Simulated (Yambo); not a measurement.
Yambo run on Ba2LuNbO6 (space group Fm-3m, No. 225). The wavefunctions come from this Quantum ESPRESSO step (PBEsol, PseudoDojo standard norm-conserving files, scalar-relativistic):

```
&CONTROL
  calculation = 'nscf'
  pseudo_dir = './pseudo'
  outdir = './out'
/
&SYSTEM
  ibrav = 0
  nat = 10
  ntyp = 4
  ecutwfc = 100.0
  ecutrho = 400.0
  occupations = 'fixed'
  force_symmorphic = .true.
  nbnd = 235
/
&ELECTRONS
  conv_thr = 1e-08
  diago_full_acc = .true.
  diago_thr_init = 1e-08
/
ATOMIC_SPECIES
O 15.9990 O.upf
Nb 92.9064 Nb.upf
Ba 137.3270 Ba.upf
Lu 174.9668 Lu.upf
CELL_PARAMETERS angstrom
  0.000000000000   4.201165000000   4.201165000000
  4.201165000000   0.000000000000   4.201165000000
  4.201165000000   4.201165000000   0.000000000000
ATOMIC_POSITIONS crystal
O   0.759760000000   0.240240000000   0.759760000000
O   0.240240000000   0.759760000000   0.240240000000
O   0.759760000000   0.240240000000   0.240240000000
O   0.240240000000   0.759760000000   0.759760000000
O   0.759760000000   0.759760000000   0.240240000000
O   0.240240000000   0.240240000000   0.759760000000
Nb   0.000000000000   0.000000000000   0.000000000000
Ba   0.750000000000   0.750000000000   0.750000000000
Ba   0.250000000000   0.250000000000   0.250000000000
Lu   0.500000000000   0.500000000000   0.500000000000
K_POINTS automatic
2 2 2 0 0 0
```

Yambo input:

```
rim_cut
gw0
dyson
el_el_corr
HF_and_locXC
ppa
em1d
RandQpts= 1000000
RandGvec= 1 Ry
EXXRLvcs= 100 Ry
VXCRLvcs= 400 Ry
Chimod= "HARTREE"
% BndsRnXp
 3 | 232 |
%
NGsBlkXp= 7 Ry
% LongDrXp
 1.0 | 1.0 | 1.0 |
%
PPAPntXp= 27.2114 eV
% GbndRnge
 1 | 232 |
%
GTermKind= "BG"
DysSolver= "n"
ExtendOut
% QPkrange
 1 | 1 | 47 | 48 |
 2 | 2 | 47 | 48 |
 3 | 3 | 47 | 48 |
%
```

k points by index: 1 = Γ, 2 = L, 3 = X.

Table of the .qp output:

```
#    K-point    Band    Eo [eV]    E [eV]    E-Eo [eV]    Vxc [eV]    Vnlxc [eV]    Sc|Eo [eV]    Sc|E [eV]    dSc/dw|Eo [eV]    Re(Z)    Im(Z)
#
    1    47    0.000000    0.257524    0.257524    -23.59368    -27.89427    4.628484    4.558118    -7.438515    0.785322    -0.001266
    1    48    2.825948    3.829538    1.003590    -15.25514    -9.966128    -4.066036    -4.285423    -5.947897    0.820625    -0.001103
    2    47    -0.338715    -0.312718    0.025997    -21.56959    -26.18149    4.645231    4.637895    -7.715718    0.779088    -0.001344
    2    48    3.715800    4.912326    1.196526    -16.76567    -10.99775    -4.288242    -4.571398    -6.438909    0.808650    -0.001236
    3    47    -0.150372    -0.609049    -0.458677    -19.30081    -24.37764    4.486695    4.618155    -7.796910    0.777282    -0.001328
    3    48    2.873177    3.955426    1.082249    -15.45768    -9.769896    -4.367089    -4.605537    -5.994785    0.819466    -0.001130
```
(The two width columns are left out.) Convergence of these settings isn't established.

Spin-orbit coupling is not included.

Geometry of the Materials Project entry, not relaxed at this level.

The structure is a Materials Project entry; no match was found in the copy of COD used, and its stability was not checked.
